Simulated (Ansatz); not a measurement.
Polymorphs of SiW2

9 relaxations of SiW2 ended in 9 distinct structures. All values below come from r2SCAN (plane waves to 500 eV, PAW, scalar-relativistic; Ansatz, a quantum-chemistry and plane-wave program).

| # | space group | Pearson | type | E − E(lowest) (eV/atom) | V (Å³/atom) | runs ending here |
|---|---|---|---|---|---|---|
| 1 | Pmmn | oP6 | – | 0.00 | 14.84 | 1 |
| 2 | P-62m | hP9 | – | 0.01 | 14.59 | 1 |
| 3 | P4/nmm | tP6 | AFLOW prototype A2B_tP6_129_ac_c (C38, as in Cu2Sb) | 0.15 | 15.09 | 1 |
| 4 | Pnnm | oP6 | – | 0.19 | 15.14 | 1 |
| 5 | P-31m | hP9 | – | 0.61 | 17.68 | 1 |
| 6 | Fd-3m | cF48 | AFLOW prototype AB2_cF48_227_c_e (as in Ti2C) | 0.68 | 15.88 | 1 |
| 7 | Fm-3m | cF12 | AFLOW prototype AB2_cF12_225_a_c (C1, as in CaF2) | 0.71 | 16.50 | 1 |
| 8 | Pa-3 | cP12 | AFLOW prototype AB2_cP12_205_a_c (C2, as in FeS2) | 0.86 | 16.38 | 1 |
| 9 | P3m1 | hP6 | – | 1.41 | 26.46 | 1 |

All are gapless at this level. Pmmn, oP6 is the lowest among the structures calculated here, level within the accuracy with P-62m, hP9.

SiW$_{2}$ is taken in the orthorhombic space group Pmmn, origin choice 1 (No. 59), Pearson symbol oP6. Cell: a = 3.155 Å, b = 4.204 Å, c = 6.715 Å, α = β = γ = 90.00°. W1 on 2a is coordinated by 2 Si at 2.545 Å and 2 Si at 2.825 Å and 4 W at 2.631 Å and 2 W at 2.768 Å and 4 W at 3.155–3.178 Å. W2 on 2b sees 1 Si at 2.444 Å and 4 Si at 2.657 Å and 2 W at 2.768 Å and 4 W at 3.155–3.178 Å. Si on 2b is surrounded by 7 W at 2.444–2.657 Å and 2 W at 2.825 Å. (Neighbours: up to the widest gap in distance over summed covalent radii, below 1.35, at either atom; cation-cation and far metal-metal contacts left out.)

Probably no minimum, since a slightly shaken restart fell lower: P4/nmm, tP6, AFLOW prototype A2B_tP6_129_ac_c (C38, as in Cu2Sb) (by 0.15 eV/atom, to Pmmn). Each run could gain symmetry but not lose that of its start, so entries can be saddle points. All of these are generated cells (placed on structure types, drawn at random, substituted or restacked) that were not matched to a known phase here. The real structure of this composition may not be among these, and whether this composition forms is not checked here. Energies are at zero temperature and pressure, without zero-point motion. The runs use different k-meshes, so differences are rounded accordingly. No spin polarisation in the result.
